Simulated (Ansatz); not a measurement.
BaGe:
```cif
data_Ba2Ge2
_chemical_formula_sum 'Ba2 Ge2'
_space_group_name_H-M_alt 'P 1'
_space_group_IT_number 1
_cell_length_a 6.52919
_cell_length_b 6.52919
_cell_length_c 4.32638
_cell_angle_alpha 90.000
_cell_angle_beta 90.000
_cell_angle_gamma 134.139
loop_
_space_group_symop_operation_xyz
  'x, y, z'
loop_
_atom_site_label
_atom_site_type_symbol
_atom_site_fract_x
_atom_site_fract_y
_atom_site_fract_z
_atom_site_occupancy
Ba1 Ba 0.13636 0.86364 0.75000 1
Ba2 Ba 0.86364 0.13636 0.25000 1
Ge1 Ge 0.43601 0.56399 0.75000 1
Ge2 Ge 0.56399 0.43601 0.25000 1
```

Relaxed with r²SCAN.

Task: Which orbitals make up the states near the Fermi level in r²SCAN (plane waves, PAW; program Ansatz)?

Result: Within 0.5 eV of the Fermi level: Ge 4p 34 %, Ba 6s 11 %, outside the projected shells 49 %. Projections are on Löwdin-orthogonalised atomic valence shells; empty p or d shells of many metals are not among them.

Task: Tabulate the density of states.

Result: States/eV per cell of 4 atoms, in 0.25 eV bins, energy from the Fermi level.

```tsv
E (eV)	total	Ge 4p	Ge 4s	Ba 6s
-7.85	0.61	0.12	0.46	0.01
-7.60	0.60	0.12	0.45	0.01
-7.35	0.61	0.12	0.46	0.01
-7.10	0.64	0.12	0.48	0.01
-6.85	0.72	0.14	0.55	0.02
-6.60	0.95	0.18	0.70	0.03
-6.35	1.70	0.32	1.19	0.12
-6.10	0.86	0.17	0.61	0.04
-5.85	0.22	0.04	0.16	0.01
-5.60	0.00	0.00	0.00	0.00
-5.35	0.00	0.00	0.00	0.00
-5.10	0.00	0.00	0.00	0.00
-4.85	0.00	0.00	0.00	0.00
-4.60	0.00	0.00	0.00	0.00
-4.35	0.00	0.00	0.00	0.00
-4.10	0.00	0.00	0.00	0.00
-3.85	0.00	0.00	0.00	0.00
-3.60	0.14	0.11	0.00	0.02
-3.35	0.64	0.51	0.01	0.09
-3.10	1.53	1.20	0.04	0.19
-2.85	2.80	2.16	0.07	0.36
-2.60	3.09	2.50	0.10	0.25
-2.35	3.87	3.18	0.11	0.27
-2.10	3.15	2.61	0.07	0.14
-1.85	1.34	1.13	0.02	0.03
-1.60	2.94	2.35	0.09	0.17
-1.35	4.22	3.25	0.10	0.33
-1.10	2.78	2.14	0.04	0.17
-0.85	3.00	2.30	0.01	0.12
-0.60	1.23	0.79	0.02	0.06
-0.35	0.84	0.46	0.03	0.04
-0.10	0.50	0.23	0.03	0.04
0.15	1.57	0.47	0.12	0.22
0.40	4.29	1.25	0.18	0.48
0.65	3.81	1.03	0.15	0.33
0.90	2.71	0.62	0.11	0.29
1.15	2.56	0.57	0.13	0.31
1.40	2.24	0.51	0.12	0.26
1.65	2.71	0.57	0.14	0.28
1.90	2.26	0.43	0.11	0.22
2.15	3.00	0.54	0.12	0.29
2.40	3.91	0.74	0.20	0.44
2.65	4.45	0.70	0.20	0.47
2.90	4.85	0.66	0.17	0.40
3.15	3.67	0.48	0.09	0.24
```

Space group Cmcm. The first step of the workflow began from a Materials Project structure, measured or hypothetical; the Crystallography Open Database files this formula in space group No. 63, but the cells were not matched. Whether it is the stable phase at ambient conditions was not checked. Symmetry was held in the r²SCAN relaxation; its stability against distortions is not shown here. Scalar-relativistic: spin–orbit coupling is off unless named, which matters more the heavier the elements.

Potentials: the later of the program's two PAW sets.
